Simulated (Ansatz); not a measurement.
# RbBr₃: a faulty run and its cure

Intended: RbBr₃, PBE, plane waves and PAW in Ansatz. The input:

```yaml
crystal:
  lattice:
    - [-2.2585671, 2.2585671, 6.43700423]
    - [2.2585671, -2.2585671, 6.43700423]
    - [2.2585671, 2.2585671, -6.43700423]
  atoms:
    - { symbol: Rb, position: [0.0, 0.0, 0.0], spin: 2.0 }
    - { symbol: Br, position: [0.75, 0.25, 0.5] }
    - { symbol: Br, position: [0.25, 0.75, 0.5] }
    - { symbol: Br, position: [0.5, 0.5, 0.0] }
basis:
  ecutwfc: 420
kpoints:
  mp_grid: { grid: [14, 14, 14] }
hamiltonian:
  xc: pbe
scf:
  occupations: { method: gaussian, width: 0.1 }
output:
  forces: true
  stress: true
  eigenvalues: true
  populations: true
magnetization:
  spin_polarized: false
```

Output, shortened:

```text
Error: inconsistent input (magnetization.spin_polarized): false but per-atom `spin:`, `per_species`, `initial_magnetization`, `magnetic_field`, or `spin_locking` is set
```

Question: Which fault does the input hold?
A. Starting moments without spin polarisation
B. Lattice vectors converted from bohr twice
C. A Hubbard U on a species that isn't in the cell
D. Two atoms' positions swapped
E. An atom left out of the cell, with fixed occupations

Answer: A. Moments need two spin channels. The cure is the moments removed, as this run is meant to be without spin (a magnetic crystal would need spin polarisation switched on instead).

Fix:

```diff
 crystal:
   atoms:
-    - { symbol: Rb, position: [0.0, 0.0, 0.0], spin: 2.0 }
+    - { symbol: Rb, position: [0.0, 0.0, 0.0] }
-magnetization:
-  spin_polarized: false
```

The mended run converges, with a pressure of 0.69 GPa, no gap.